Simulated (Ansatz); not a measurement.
One crystal and one scan (energy against volume) at two levels, PBE (plane waves to 420 eV, PAW, scalar-relativistic; Ansatz, an electronic-structure program) and r2SCAN (plane waves to 500 eV, PAW, scalar-relativistic; Ansatz), each from its own relaxed cell and on its own mesh. The cell shown is that of PBE.

ZnSe (zinc blende)

```
ZnSe
1.0
    0.00000     2.86651     2.86651
    2.86651     0.00000     2.86651
    2.86651     2.86651     0.00000
Se Zn
1 1
Direct
  0.75000   0.75000   0.75000
  0.00000   0.00000   0.00000
```

E(V) scan at fixed shape, V₀ the volume above. Symmetry pins the atoms to their sites.

Energies are smeared free energies. The PAW data are Ansatz's earlier set. ZnSe was relaxed with its symmetry unable to fall. Both scans cover V/V₀ from 0.900 to 1.100.

ΔE (meV/atom), each from the relaxed starting cell of its own level:

```json
[
 {"V/V₀": "0.900", "PBE": "50.5", "r2SCAN": "withheld"},
 {"V/V₀": "0.925", "PBE": "27.0", "r2SCAN": "29.9"},
 {"V/V₀": "0.950", "PBE": "11.4", "r2SCAN": "12.7"},
 {"V/V₀": "0.975", "PBE": "2.7", "r2SCAN": "3.0"},
 {"V/V₀": "1.000", "PBE": "0.0", "r2SCAN": "0.0"},
 {"V/V₀": "1.025", "PBE": "2.5", "r2SCAN": "2.8"},
 {"V/V₀": "1.050", "PBE": "9.5", "r2SCAN": "10.6"},
 {"V/V₀": "1.075", "PBE": "20.5", "r2SCAN": "22.9"},
 {"V/V₀": "1.100", "PBE": "35.0", "r2SCAN": "39.0"}
]
```

Problem. Estimate the r2SCAN value at 0.900 from the PBE value there and the ratio of the two levels in the two nearest given rows on that side of the minimum.

Solution. At 0.925 and 0.950 the ratio r2SCAN/PBE averages 1.111, which gives 1.111 × 50.5 = 56.1 meV/atom. The calculation gives 55.8 meV/atom, +10.5 % against PBE.

(A scan under strain: stresses follow from slopes of the energy per volume, elastic moduli from its curvatures.)
